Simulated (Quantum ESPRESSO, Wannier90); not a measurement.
Wannier functions of TiS2 (C2/m, isolated units)

```
TiS2
1.0
    2.96787    -1.71349     0.00000
    2.96787     1.71349     0.00000
   -1.08557     0.00000    11.19335
Ti S
1 2
Direct
  0.00000   0.00000   0.00000
  0.31047   0.31047   0.87475
  0.68953   0.68953   0.12525
```

Materials Project entry mp-1062030; symmetrised, unrelaxed at this level. Method: PBEsol plane waves in Quantum ESPRESSO 7.5 (PseudoDojo norm-conserving files, 68 Ry, no spin polarisation, no spin-orbit coupling), Bloch states on a 10×10×4 mesh through Γ, Wannier90 4.0.1. Density: 10×10×1 mesh, Gaussian smearing 0.01 Ry. The cell is built of weakly bound layers, chains or molecules, whose nearest atoms lie 8.56 Å apart, far more than in van der Waals crystals (3.2 to 4.2 Å): it describes nearly isolated units, such as a monolayer, not the bulk crystal. The gap is small at this level and was sampled on the meshes and a path alone.

Base run: 11 functions from bands 7-27 of the 27 computed, start hydrogen-like Ti: d; S: p, centres 0.05 Å off the atoms, frozen window up to 1.59 eV relative to the valence-band maximum, outer window open. One thing is changed at a time; window edges are relative to the valence-band maximum. The misfit compares interpolated bands with pw.x on a high-symmetry path, for states up to 1.1 eV relative to the valence-band maximum. Converged means that the tolerances were met: symmetric starts can stop on a saddle, which shows as a larger Ω_OD at equal Ω_I and can move the misfit too.

```csv
setting,functions,frozen to (eV),Ω_I (Å²),Ω_D (Å²),Ω_OD (Å²),rms misfit (meV),worst (meV),ended
base,11,1.59,14.34,0.00,0.51,0.2,1.3,converged
frozen window to 5.59 eV,11,5.59,–,–,–,–,–,stops: too many frozen states
frozen window to 2.59 eV,11,2.59,14.43,0.00,0.52,0.1,0.6,converged
frozen window to 3.59 eV,11,3.59,15.60,0.00,0.61,0.4,2.0,converged
frozen window to 5.28 eV,11,5.28,–,–,–,–,–,stops: too many frozen states
no frozen window,11,none,12.27,0.00,0.22,366,801,converged
outer window to 6.06 eV,11,1.59,15.80,0.00,0.63,0.4,2.1,converged
outer window to 4.36 eV,11,1.59,15.82,0.00,0.63,0.4,2.0,converged
```
